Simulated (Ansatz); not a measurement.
A distorted cell of SnTe (rock salt):

```
CELL_PARAMETERS angstrom
      0.00000     3.31848     3.05300
      3.31848     0.00000     3.05300
      3.31848     3.31848     0.00000
ATOMIC_POSITIONS crystal
  Te 0.00000 0.00000 0.00000
  Sn 0.50000 0.50000 0.50000
```

Computed with r2SCAN (plane waves to 500 eV, PAW, scalar-relativistic; Ansatz, a program for electronic structure). k mesh 13×13×13 (Γ-centred), Fermi-Dirac smearing 0.05 eV. Energies are smeared free energies. Stress and pressure are positive under compression. As the smearing reaches across the gap at some points, the response to shear is sensitive to the k mesh, so small differences along c/a are uncertain. SnTe was relaxed with its symmetry unable to fall. Spin-orbit coupling is left out, though Te is heavy. The PAW data are Ansatz's earlier set.

**Question.** Give the stress tensor in GPa and the pressure.

**Answer.** 
```
   -4.1      0.0      0.0
    0.0     -4.1      0.0
    0.0      0.0      6.0
```
The pressure, a third of the trace, is -0.7 GPa.

**Question.** It is the relaxed cell deformed to V/V₀ = 1.040, (c/a)/(c/a)₀ = 0.920, c along z, fractional positions held. What is its energy relative to the relaxed cell?

**Answer.** 63 meV/atom.

(A scan under strain: stresses follow from slopes of the energy per volume, elastic moduli from its curvatures.)
